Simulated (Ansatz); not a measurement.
A geometry of Ag away from equilibrium: step 3 of the relaxation of a relaxed Ag cell, doubled along one cell vector, shaken by Gaussian noise of σ = 0.08 Å a coordinate. Method: PBEsol (plane waves to 420 eV, PAW, scalar-relativistic; Ansatz, an electronic-structure program). Γ-centred k-mesh 3×6×12 on the run's cell (coarser than for final values), Fermi–Dirac smearing 0.05 eV.

```xyz
8
Lattice="10.4162 0.0265 0.0033 0.0133 5.3258 -0.0074 0.0009 -0.0038 2.7023" Properties=species:S:1:pos:R:3 pbc="T T T"
Ag     1.6117     4.4132     1.3149
Ag     6.8440     4.4242     0.9185
Ag     3.6306     0.9854     1.5696
Ag     8.8347     0.9991     1.3254
Ag     1.0207     1.7372     1.3891
Ag     6.2333     1.7461     1.1353
Ag     4.2467     3.6462     1.5235
Ag     9.4053     3.6489     1.6314
```

Which atoms carry the largest force, and which way does it point?

0.36 eV/Å, on Ag2 (atoms numbered as listed); on Ag2 its components are (-0.03, -0.08, -0.35).

What is the pressure?

-0.3 GPa, compression positive.

How far above the relaxed end point is this geometry?

0.30 eV/atom; the path ends in Fm-3m (No. 225) (fcc (Cu type)).

No spin polarisation in the result.

Of the parent cell (P4/mbm (No. 127)): it is a generated cell of Ag: the first start was made by a random draw of sites in a space group, and the end was not matched to a known phase here, so it may be hypothetical. Known forms of Ag include space group No. 225.
